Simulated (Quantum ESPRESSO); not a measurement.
# Li2Mo2Al3In: input and log of a self-consistent run

Simulated, not a measurement. The program is pw.x of Quantum ESPRESSO 7.5 (plane-wave density functional theory). The cell is made up: eight metal atoms on a hexagonal close-packed lattice, with elements, volume, strain and displacements drawn at random and not relaxed, so it may be unstable or far from any real phase. PseudoDojo standard norm-conserving files set the functional (PBE unless stated); there is no spin polarisation or spin-orbit coupling, the Fermi-Dirac width of 0.25 eV means electrons at about 2900 K, and the masses in the input are unused placeholders. A spin test at this wide smearing found no moment, but such smearing suppresses magnetism that the real alloy may have.

Input:

```
&control calculation='scf', pseudo_dir='./dojo.nc.sr.pbe.v0_5.standard.upf', outdir='./o', disk_io='medium', tprnfor=.true., tstress=.true. /
&system ibrav=0, nat=8, ntyp=4, nbnd=38, ecutwfc=79.96652505, nosym=.true., tot_charge=0,
 occupations='smearing', smearing='fd', degauss=0.0183746611
/
&electrons conv_thr=1.470e-08, electron_maxstep=70, mixing_beta=0.5 /
ATOMIC_SPECIES
Al 1.0 Al.upf
In 1.0 In.upf
Li 1.0 Li.upf
Mo 1.0 Mo.upf
CELL_PARAMETERS angstrom
0.0615 -0.0597 4.6381
5.9415 -0.0642 0.0782
-3.0264 5.2207 -0.1048
ATOMIC_POSITIONS angstrom
Li 0.1486 0.1594 0.1082
Mo -1.534 2.4851 -0.0227
Al 2.9196 -0.1411 0.0247
Al 1.4646 2.4714 0.0612
Li -0.073 1.7979 2.2571
Mo -1.5114 4.1805 2.2836
Al 3.045 1.5278 2.2735
In 1.4526 4.3047 2.3654
K_POINTS automatic
6 6 5 1 1 1
```

The log is shortened where brackets say so; the opening notice, blank lines, dates and the lines on written files are dropped, and the path of the files is cut. It prints rydbergs, bohrs and kilobars, and counts compression as positive stress. Its total energy is the free energy E - TS of the whole cell.

```
     Program PWSCF v.7.5
     Parallel version (MPI & OpenMP), running on       1 processor cores
     Number of MPI processes:                 1
     Threads/MPI process:                     1
     [start-up lines left out]
     bravais-lattice index     =            0
     lattice parameter (alat)  =       8.7662  a.u.
     unit-cell volume          =     964.4676 (a.u.)^3
     number of atoms/cell      =            8
     number of atomic types    =            4
     number of electrons       =        56.00
     number of Kohn-Sham states=           38
     kinetic-energy cutoff     =      79.9665  Ry
     charge density cutoff     =     319.8661  Ry
     scf convergence threshold =      1.5E-08
     mixing beta               =       0.5000
     number of iterations used =            8  plain     mixing
     Exchange-correlation= PBE
                           (   1   4   3   4   0   0   0)
     [axes and pseudopotential details left out]
   Cartesian axes
     site n.     atom                  positions (alat units)
         1        Li     tau(   1) = (   0.0320335   0.0343617   0.0233245  )
         2        Mo     tau(   2) = (  -0.3306824   0.5357098  -0.0048934  )
         3        Al     tau(   3) = (   0.6293744  -0.0304167   0.0053245  )
         4        Al     tau(   4) = (   0.3157220   0.5327565   0.0131928  )
         5        Li     tau(   5) = (  -0.0157365   0.3875710   0.4865602  )
         6        Mo     tau(   6) = (  -0.3258106   0.9011850   0.4922727  )
         7        Al     tau(   7) = (   0.6564068   0.3293459   0.4900955  )
         8        In     tau(   8) = (   0.3131351   0.9279587   0.5099063  )
     number of k points=    90  Fermi-Dirac smearing, width (Ry)=  0.0184
                       cart. coord. in units 2pi/alat
        k(    1) = (   0.0653437   0.1284239   0.0841341), wk =   0.0222222
        k(    2) = (   0.0672464   0.3072841   0.0864111), wk =   0.0222222
     [further k points left out]
     Dense  grid:    93129 G-vectors     FFT dimensions: (  50,  64,  72)
     Estimated max dynamical RAM per process >     124.95 MB
     Initial potential from superposition of free atoms
     starting charge      55.9768, renormalised to      56.0000
     Starting wfcs are   45 randomized atomic wfcs
     total cpu time spent up to now is       31.6 secs
     per-process dynamical memory:   100.3 Mb
     Self-consistent Calculation
     iteration #  1     ecut=    79.97 Ry     beta= 0.50
     Davidson diagonalization with overlap
     ethr =  1.00E-02,  avg # of iterations =  4.0
     total cpu time spent up to now is      106.6 secs
     total energy              =    -456.44311479 Ry
     estimated scf accuracy    <       0.58854576 Ry
     iteration #  2     ecut=    79.97 Ry     beta= 0.50
     Davidson diagonalization with overlap
     ethr =  1.05E-03,  avg # of iterations =  2.8
     total cpu time spent up to now is      178.2 secs
     total energy              =    -456.31293541 Ry
     estimated scf accuracy    <       2.19096948 Ry
     iteration #  3     ecut=    79.97 Ry     beta= 0.50
     Davidson diagonalization with overlap
     ethr =  1.05E-03,  avg # of iterations =  2.0
     total cpu time spent up to now is      246.5 secs
     total energy              =    -456.55002067 Ry
     estimated scf accuracy    <       0.91230415 Ry
     iteration #  4     ecut=    79.97 Ry     beta= 0.50
     Davidson diagonalization with overlap
     ethr =  1.05E-03,  avg # of iterations =  2.0
     total cpu time spent up to now is      316.0 secs
     total energy              =    -456.61878344 Ry
     estimated scf accuracy    <       0.51167165 Ry
     iteration #  5     ecut=    79.97 Ry     beta= 0.50
     Davidson diagonalization with overlap
     ethr =  9.14E-04,  avg # of iterations =  1.0
     total cpu time spent up to now is      370.9 secs
     total energy              =    -456.64969694 Ry
     estimated scf accuracy    <       0.00769637 Ry
     [iterations 6 to 7 left out]
     iteration #  8     ecut=    79.97 Ry     beta= 0.50
     Davidson diagonalization with overlap
     ethr =  4.84E-07,  avg # of iterations =  4.7
     total cpu time spent up to now is      590.6 secs
     total energy              =    -456.65273597 Ry
     estimated scf accuracy    <       0.00004626 Ry
     iteration #  9     ecut=    79.97 Ry     beta= 0.50
     Davidson diagonalization with overlap
     ethr =  8.26E-08,  avg # of iterations =  2.0
     total cpu time spent up to now is      647.9 secs
     total energy              =    -456.65274172 Ry
     estimated scf accuracy    <       0.00000065 Ry
     iteration # 10     ecut=    79.97 Ry     beta= 0.50
     Davidson diagonalization with overlap
     ethr =  1.16E-09,  avg # of iterations =  4.6
     total cpu time spent up to now is      746.1 secs
     total energy              =    -456.65274216 Ry
     estimated scf accuracy    <       0.00000018 Ry
     iteration # 11     ecut=    79.97 Ry     beta= 0.50
     Davidson diagonalization with overlap
     ethr =  3.26E-10,  avg # of iterations =  1.9
     total cpu time spent up to now is      802.4 secs
     total energy              =    -456.65274217 Ry
     estimated scf accuracy    <       0.00000003 Ry
     iteration # 12     ecut=    79.97 Ry     beta= 0.50
     Davidson diagonalization with overlap
     ethr =  4.74E-11,  avg # of iterations =  4.0
     total cpu time spent up to now is      877.4 secs
     End of self-consistent calculation
     [lines on levels left out]
!    total energy              =    -456.65274217 Ry
     estimated scf accuracy    <          3.7E-09 Ry
     smearing contrib. (-TS)   =      -0.08420893 Ry
     internal energy E=F+TS    =    -456.56853324 Ry
     The total energy is F=E-TS. E is the sum of the following terms:
     one-electron contribution =    -196.50842546 Ry
     hartree contribution      =     118.85962535 Ry
     xc contribution           =     -94.22563920 Ry
     ewald contribution        =    -284.69409393 Ry
     convergence has been achieved in  12 iterations
     Forces acting on atoms (cartesian axes, Ry/au):
     atom    1 type  3   force =    -0.01201784   -0.02054082   -0.00488300
     atom    2 type  4   force =    -0.01346067    0.07710949   -0.00326137
     atom    3 type  1   force =    -0.02178707    0.00691392    0.01473088
     atom    4 type  1   force =     0.00788043   -0.00637118   -0.01136630
     atom    5 type  3   force =     0.01393514   -0.01660321    0.00943163
     atom    6 type  4   force =     0.00157617   -0.05352152   -0.01242344
     atom    7 type  1   force =    -0.00935475    0.01404078    0.01317247
     atom    8 type  2   force =     0.03322860   -0.00102746   -0.00540087
     Total force =     0.113455     Total SCF correction =     0.000123
     Computing stress (Cartesian axis) and pressure
          total   stress  (Ry/bohr**3)                   (kbar)     P=      -68.27
  -0.00051449  -0.00031449  -0.00007907          -75.68      -46.26      -11.63
  -0.00031449  -0.00054100  -0.00000496          -46.26      -79.58       -0.73
  -0.00007907  -0.00000496  -0.00033684          -11.63       -0.73      -49.55
     init_run     :     31.07s CPU     31.45s WALL (       1 calls)
     electrons    :    796.81s CPU    845.76s WALL (       1 calls)
     forces       :     11.00s CPU     11.11s WALL (       1 calls)
     stress       :     52.27s CPU     52.45s WALL (       1 calls)
     [timing details left out]
     PWSCF        :  14m51.77s CPU  15m43.92s WALL
     JOB DONE.
```

In other units: free energy -6213.077 eV for the cell, pressure -6.83 GPa, largest force component 1.983 eV/Å in size. The run took 945 s of wall time with one process on a shared machine (AMD EPYC, Zen 5, virtual cores), so the time is rough. A rerun of this cell at a higher cutoff and on a denser mesh moved values by no more than 0.002 eV in energy, 0.03 GPa in stress and 0.003 eV/Å in force, and a second program with other atomic files agreed on that cell to 2 % rms in force and 0.5 GPa in pressure.